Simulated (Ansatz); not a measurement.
Theory: Ansatz, DFT PBE, scalar-relativistic, plane waves, PAW. All cells share a 420 eV cutoff and Γ-centred k meshes spaced about 0.3 Å⁻¹ or finer (0.25 for metals, 2π included). No spin polarisation.

All energies are static (0 K, no zero-point motion).

Two forms of Sc₂SnSe₅ were relaxed alike.

A.

```yaml
crystal:
  lattice:
    - [1.93840, 1.11914, 17.67298]
    - [-1.93840, 1.11914, 17.67298]
    - [0.00000, -2.23827, 17.67298]
  atoms:
    - { symbol: Sc, position: [0.20036, 0.20036, 0.20036] }
    - { symbol: Sc, position: [0.79964, 0.79964, 0.79964] }
    - { symbol: Sn, position: [0.00000, 0.00000, 0.00000] }
    - { symbol: Se, position: [0.50000, 0.50000, 0.50000] }
    - { symbol: Se, position: [0.89245, 0.89245, 0.89245] }
    - { symbol: Se, position: [0.10755, 0.10755, 0.10755] }
    - { symbol: Se, position: [0.69671, 0.69671, 0.69671] }
    - { symbol: Se, position: [0.30329, 0.30329, 0.30329] }
```

B.

```yaml
crystal:
  lattice:
    - [3.87676, 0.00000, 0.00000]
    - [-1.93838, 3.35738, 0.00000]
    - [0.00000, 0.00000, 17.45609]
  atoms:
    - { symbol: Sc, position: [0.66667, 0.33333, 0.39766] }
    - { symbol: Sc, position: [0.33333, 0.66667, 0.60234] }
    - { symbol: Sn, position: [0.00000, 0.00000, 0.00000] }
    - { symbol: Se, position: [0.66667, 0.33333, 0.09126] }
    - { symbol: Se, position: [0.33333, 0.66667, 0.90874] }
    - { symbol: Se, position: [0.33333, 0.66667, 0.32041] }
    - { symbol: Se, position: [0.66667, 0.33333, 0.67959] }
    - { symbol: Se, position: [0.00000, 0.00000, 0.50000] }
```

Question: Which is lower in energy, and by how much?

Answer: They are level within the accuracy (under 1 meV/atom apart). A has space group R-3m (No. 166), 28.8 Å³/atom and a gap of 0.79 eV on its mesh; B has space group P-3m1 (No. 164), 28.4 Å³/atom and a gap of 0.79 eV. In A, around Sc lie 3 Se at 2.61 Å and 3 Se at 2.86 Å; around Sn lie 6 Se at 2.75 Å; Se on a site of symmetry -3m is surrounded by 6 Sc at 2.86 Å; 2 more sites not described. In B, Sc has 3 Se at 2.61 Å and 3 Se at 2.86 Å; Sn is surrounded by 6 Se at 2.75 Å; around Se on a site of symmetry 3m lie 3 Sn at 2.75 Å; 2 more sites not described. Both come from trial cells of a structure search.

No dispersion correction is applied, so the spacing and binding between layers, chains or molecules are poorly described (R-3m, P-3m1), and this can change margins and order among such cells. Kohn–Sham gaps at this level usually fall short of measured ones. With atoms moved at random, B came back. A had no clear such test and can be a saddle point.
